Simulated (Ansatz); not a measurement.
Frozen-phonon scan for SiC (zinc blende)

Starting cell, SiC (zinc blende):

```
SiC
1.0
    0.00000     4.37975     4.37975
    2.18988     0.00000     2.18988
    2.18988     2.18988     0.00000
C Si
2 2
Direct
  0.37500   0.75000   0.75000
  0.87500   0.75000   0.75000
  0.00000   0.00000   0.00000
  0.50000   0.00000   0.00000
```

The atoms are displaced by Q × the pattern below (from a DFPT mode at L = (0.5, 0.0, 0.0), largest move 1; Q in Å), at fixed cell. It is one choice among 2 degenerate patterns. (q is in reciprocal vectors of the primitive cell; the cell shown is doubled to hold the pattern.)

```csv
atom,x,y,z
C1,0.285,-0.520,0.805
C2,-0.285,0.520,-0.805
Si3,0.109,-0.198,0.307
Si4,-0.109,0.198,-0.307
```

These are PBE (plane waves to 420 eV, PAW, scalar-relativistic; Ansatz, an electronic-structure program) values and carry that method's errors. k mesh 13×13×13 (Γ-centred), Fermi-Dirac smearing 0.05 eV. The energy includes the smearing's −TS. Stress and pressure are positive under compression. SiC was relaxed with its symmetry unable to fall. The zero of ΔE is the undisplaced structure.

```tsv
Q (Å)	ΔE (meV/cell)	P (GPa)	−dE/dQ from forces (eV/Å)
-0.180	1105	8.2	12.666
-0.150	760	5.7	10.351
-0.120	483	3.6	8.152
-0.090	270	2.0	6.041
-0.060	119	0.9	3.994
-0.030	30	0.2	1.987
0.000	0	0.0	0.000
0.030	30	0.2	-1.987
0.060	119	0.9	-3.994
0.090	270	2.0	-6.041
0.120	483	3.6	-8.152
0.150	760	5.7	-10.351
0.180	1105	8.2	-12.666
```

Derived quantities:

| Quantity | Result |
|---|---|
| Energy at Q = 0.180 Å | 1105 meV/cell |
| Space group of the distorted cell | P1 (No. 1), lowered from F-43m |
| Symmetry of the curve | even: the same for both signs |
| Shape of the curve | a single well with its minimum at or next to zero displacement |
| Harmonic wavenumber from the curvature (finite differences) | 748 cm⁻¹ |
| Wavenumber by perturbation theory (DFPT, on another k mesh) | 748 cm⁻¹ |

The 13 points together took very roughly 9 core-minutes.

(For displaced atoms, the force is minus the slope of the energy, and its curvature is a force constant, which sets phonon frequencies.)
